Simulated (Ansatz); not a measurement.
## Generalised stacking fault in Ta₃Ru₂

Level of theory: DFT PBEsol, scalar-relativistic, plane waves, PAW in Ansatz. Cutoff 420 eV, Γ-centred 12×12×3 k-points, Gaussian smearing of 0.15 eV. Spin–orbit coupling is left out, which can shift energies with elements as heavy as these. No spin polarisation. Energies are free energies at this smearing, counted from the undisturbed cell; pressure is positive in compression.

Zero of the scan (relaxed at this level; it needn't be the usual structure):

```yaml
crystal:
  lattice:
    - [-3.18895, 0.00000, 0.00000]
    - [0.00000, -3.18895, 0.00000]
    - [0.00000, 0.00000, 15.63590]
  atoms:
    - { symbol: Ta, position: [0.00000, 0.00000, 0.84281] }
    - { symbol: Ta, position: [0.00000, 0.00000, 0.05239] }
    - { symbol: Ta, position: [0.00000, 0.00000, 0.25235] }
    - { symbol: Ta, position: [0.00000, 0.00000, 0.44760] }
    - { symbol: Ta, position: [0.00000, 0.00000, 0.64285] }
    - { symbol: Ta, position: [0.50000, 0.50000, 0.94760] }
    - { symbol: Ru, position: [0.50000, 0.50000, 0.15637] }
    - { symbol: Ru, position: [0.50000, 0.50000, 0.35019] }
    - { symbol: Ru, position: [0.50000, 0.50000, 0.54501] }
    - { symbol: Ru, position: [0.50000, 0.50000, 0.73883] }
```

The cut lies on the cell's a–b face, a (0 0 1) plane (indices in the standard cell, whose axes needn't be the Cartesian ones shown) of area 10.17 Å², between layers 1.64 Å apart. Vector c is tilted by f times 1·a + 0·b (length 3.189 Å) with the atoms' Cartesian places fixed: one unrelaxed fault a cell. The cell is metallic on the mesh throughout.

(f, γ (mJ/m²)): (0.0000, 0), (0.1000, 440), (0.2000, 1756), (0.3000, 3757), (0.4000, 5669), (0.5000, 6503)

By symmetry 0.6000 repeats 0.4000, 0.8000 repeats 0.2000, 0.7000 repeats 0.3000, 0.9000 repeats 0.1000 in energy, with the opposite slope along the path.

Cost: 6 runs of about 5.9 core-minutes in all, on Intel Xeon 6975P-C (Granite Rapids) (shared hosts).